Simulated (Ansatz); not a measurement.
InAgTe₂ in space group P-4m2 (No. 115; In on 1c, Ag on 1a, Te on 2g) at seven volumes, DFT-PBEsol in the program Ansatz with PAW potentials, shape and atoms relaxed at each. One row is withheld.

```
V (Å³/atom)  P (GPa)
-----------  -------
30.022          5.35
31.011          3.24
32.001          1.48
32.991          0.00
33.980         -1.23
34.970         -2.25
35.960             ?
```

Q: Fit the shown pressures and predict the withheld one.

A: P = (3/2)B₀(x^(7/2) − x^(5/2))[1 + (3/4)(B′ − 4)(x − 1)] with x = (V₀/V)^(2/3). Least squares on the six rows gives V₀ = 32.993 Å³/atom, B₀ = 44.8 GPa, B′ = 5.00. At V = 35.960, x = 0.9442 and P = -3.11 GPa. The run itself gave -3.10 GPa.

The first step of the workflow began from a Materials Project structure, measured or hypothetical; the Crystallography Open Database copy checked does not list it. COD files the formula under space group No. 122, so this cell is another polymorph or a model. With In and Ag taken as one species the cell has the higher symmetry F-43m, so it may be an ordered model of a mixed-site phase. Whether it is the stable phase at ambient conditions was not checked. Symmetry was held in the PBEsol relaxation; its stability against distortions is not shown here. The run is not spin-polarised. Scalar-relativistic: spin–orbit coupling is off unless named, which matters more the heavier the elements.

Potentials: the later of the program's two PAW sets.
